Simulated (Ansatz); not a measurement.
**Profile along the As–B line in BAs (zinc blende)**

BAs (zinc blende), conventional cell a = b = c = 4.809 Å, α = β = γ = 90.00°. The calculation uses the primitive cell of 2 atoms, to which meshes and values per cell refer.

Fields along a shortest As–B line of a {110} plane (2.08 Å), from As to B, interpolated on the slice's grid (step about 0.2 Å). Computed with PBE (plane waves to 420 eV, PAW, scalar-relativistic; Ansatz, a program for electronic structure). k mesh 12×12×12. Inside the PAW spheres the values are not all-electron values, and peaks at nuclei hang on which shells count as valence. BAs was relaxed with its symmetry unable to fall.

| distance from As (Å) | valence electron density (e/Å³) | electron localisation function | density of the highest valence band (e/Å³) | density of the lowest conduction band (e/Å³) |
|---|---|---|---|---|
| 0.00 | 33.97 | x | 0.003 | 0.092 |
| 0.21 | 24.84 | x | 0.017 | 0.105 |
| 0.42 | 10.03 | 0.25 | 0.068 | 0.118 |
| 0.62 | 2.74 | 0.54 | 0.140 | 0.093 |
| 0.83 | 1.03 | 0.75 | 0.192 | 0.049 |
| 1.04 | 0.77 | 0.86 | 0.205 | 0.040 |
| 1.25 | 0.74 | 0.91 | 0.210 | 0.074 |
| 1.46 | 0.78 | 0.82 | 0.222 | 0.141 |
| 1.66 | 0.73 | 0.36 | 0.201 | 0.181 |
| 1.87 | 0.43 | x | 0.092 | 0.130 |
| 2.08 | 0.23 | x | 0.003 | 0.064 |

x: too close to a nucleus for the ELF to mean much. Band densities are of whole bands, smooth part only.

Density on the As–B line (2.08 Å) at its density minimum, 1.2 Å from As: 0.73 e/Å³. ELF at that point: 0.91. ELF maximum in the middle third of the As–B line: 0.91, 1.3 Å from As.
